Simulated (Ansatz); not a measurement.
BAs:
Space group Fm-3m (No. 225); a = b = c = 4.5707 Å, α = β = γ = 90.00°

| atom | site | symmetry | x | y | z |
|---|---|---|---|---|---|
| B | 4a | m-3m | 0.0000 | 0.0000 | 0.0000 |
| As | 4b | m-3m | 0.5000 | 0.5000 | 0.5000 |
(The calculation used a cell of 2 atoms; values per cell refer to that cell.)

Relaxed with PBEsol.

Task: Which orbitals make up the states near the Fermi level in DFT-PBEsol in the program Ansatz with PAW potentials?

Result: Within 0.5 eV of the Fermi level: B 2p 45 %, As 4p 33 %, B 2s 13 %, As 4s 7 %. Projections are on Löwdin-orthogonalised atomic valence shells; empty p or d shells of many metals are not among them.

Task: Tabulate the density of states.

Result: States/eV per cell of 2 atoms, in 0.25 eV bins, energy from the Fermi level.

```csv
E (eV),total,As 4p,B 2p,B 2s
-7.85,0.70,0.34,0.11,0.19
-7.60,0.79,0.38,0.17,0.17
-7.35,0.65,0.30,0.14,0.13
-7.10,0.48,0.22,0.10,0.09
-6.85,0.49,0.22,0.11,0.09
-6.60,0.55,0.25,0.13,0.10
-6.35,0.56,0.25,0.14,0.10
-6.10,0.57,0.26,0.16,0.10
-5.85,0.59,0.27,0.16,0.10
-5.60,0.60,0.27,0.18,0.09
-5.35,0.61,0.28,0.19,0.09
-5.10,0.63,0.29,0.20,0.09
-4.85,0.65,0.30,0.22,0.09
-4.60,0.67,0.30,0.23,0.08
-4.35,0.71,0.32,0.25,0.08
-4.10,0.74,0.34,0.27,0.08
-3.85,0.85,0.40,0.33,0.07
-3.60,0.84,0.39,0.33,0.07
-3.35,0.81,0.37,0.33,0.06
-3.10,0.77,0.35,0.31,0.06
-2.85,0.76,0.34,0.31,0.06
-2.60,0.74,0.33,0.30,0.06
-2.35,0.72,0.32,0.30,0.06
-2.10,0.71,0.31,0.29,0.07
-1.85,0.70,0.29,0.29,0.07
-1.60,0.69,0.28,0.29,0.07
-1.35,0.68,0.27,0.29,0.07
-1.10,0.68,0.26,0.29,0.08
-0.85,0.68,0.26,0.29,0.08
-0.60,0.68,0.25,0.29,0.09
-0.35,0.68,0.23,0.29,0.09
-0.10,0.70,0.23,0.31,0.10
0.15,0.77,0.25,0.35,0.10
0.40,0.78,0.24,0.37,0.10
0.65,0.79,0.23,0.39,0.09
0.90,0.76,0.19,0.40,0.09
1.15,0.69,0.17,0.36,0.08
1.40,0.67,0.18,0.34,0.07
1.65,0.69,0.21,0.33,0.06
1.90,0.74,0.21,0.37,0.06
2.15,0.74,0.19,0.39,0.05
2.40,0.58,0.13,0.33,0.03
2.65,0.38,0.11,0.21,0.02
2.90,0.36,0.13,0.16,0.02
3.15,0.35,0.17,0.13,0.03
3.40,0.40,0.19,0.14,0.04
3.65,0.47,0.21,0.15,0.04
3.90,0.55,0.23,0.16,0.06
4.15,0.60,0.23,0.16,0.07
4.40,0.68,0.23,0.19,0.08
4.65,0.72,0.21,0.21,0.07
```

The start of the workflow was typed in or built on a structure type; neither database checked (COD, Materials Project) lists it. It is not the phase usual at ambient conditions (space group No. 216). The PBEsol relaxation kept the symmetry of its start. At this level the phase is dynamically unstable (imaginary phonons). Its formation energy is positive at this level, so the cell may be metastable or incomplete. Spin–orbit coupling is left out wherever it is not named.

Potentials: the later of the program's two PAW sets.
